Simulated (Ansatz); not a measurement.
# Fields on a plane of YRu2Si2 (space group I4/mmm)

```yaml
crystal:
  lattice:
    - [-2.08274, 2.08274, 4.76860]
    - [2.08274, -2.08274, 4.76860]
    - [2.08274, 2.08274, -4.76860]
  atoms:
    - { symbol: Y, position: [0.00000, 0.00000, 0.00000] }
    - { symbol: Si, position: [0.36697, 0.36697, 0.00000] }
    - { symbol: Si, position: [0.63303, 0.63303, 0.00000] }
    - { symbol: Ru, position: [0.25000, 0.75000, 0.50000] }
    - { symbol: Ru, position: [0.75000, 0.25000, 0.50000] }
```

The slice is a (1 0 -1) plane (indices of the conventional cell) through the point (0.367, 0.367, 0.000) (fractional), spanned by u = [101] and v = [121] in vectors of this cell: u (4.17 Å) and v (10.41 Å, at 90° to u). It covers one period; positions are fractions (u, v).

Atoms on it: Si at (0.00, 0.00); Si at (0.50, 0.50). Other atoms lie within 1 Å of the plane.

The numbers are results of r2SCAN (plane waves to 500 eV, PAW, scalar-relativistic; Ansatz, a program for electronic structure), not measurements. k mesh 16×16×16. These are valence fields of a PAW run, semicore shells included where kept as valence: close to a nucleus they are smooth pseudo fields. YRu2Si2 is run without spin polarisation. YRu2Si2 was relaxed with its symmetry unable to fall.

```tsv
v \ u	0.00	0.15	0.31	0.46	0.62	0.77	0.92
0.88	0.43	0.41	0.24	0.68	0.51	0.25	0.44
0.75	0.18	0.31	0.60	0.68	0.66	0.48	0.21
0.62	0.06	0.11	0.46	0.73	0.64	0.25	0.06
0.50	0.25	0.38	0.67	x	x	0.63	0.27
0.38	0.70	0.36	0.35	0.43	0.44	0.20	0.62
0.25	0.68	0.64	0.40	0.19	0.25	0.55	0.67
0.12	0.74	0.56	0.16	0.06	0.08	0.35	0.69
0.00	x	0.50	0.51	0.26	0.30	0.70	x
```

Values: electron localisation function (ELF). Points within 0.5 Å of a nucleus are blanked (x), as the pseudised field means little there.

```
v \ u  0.00  0.15  0.31  0.46  0.62  0.77  0.92
-----  ----  ----  ----  ----  ----  ----  ----
0.94      x     x     x     x     x   4.8     x
0.84   11.0  11.6   4.6     x     x  10.1  11.3
0.75    9.0  10.5  10.0   5.1   7.5  10.9   9.5
0.66    8.0   9.5  10.2   8.4   9.3  10.2   8.5
0.56   11.9  11.7   3.8     x     x   9.6  12.0
0.47      x  <3.0     x     x     x   5.1     x
0.38      x     x   9.9   9.7  10.5   4.4     x
0.28    6.2   9.6  11.6  10.1  10.8  11.4   7.3
0.19    5.3   8.5   9.6   7.6   8.5   9.7   6.4
0.09      x   7.1  11.2  11.1  11.3  10.0   3.4
0.00      x     x   8.2   6.1   7.9     x     x
```

Values: electrostatic potential energy of an electron, from the cell's mean, in eV. Points within 1 Å of a nucleus are blanked (x), as the pseudised field means little there. Values under 3 eV are set to 3. The zero, the cell's mean, hangs on the PAW cores.
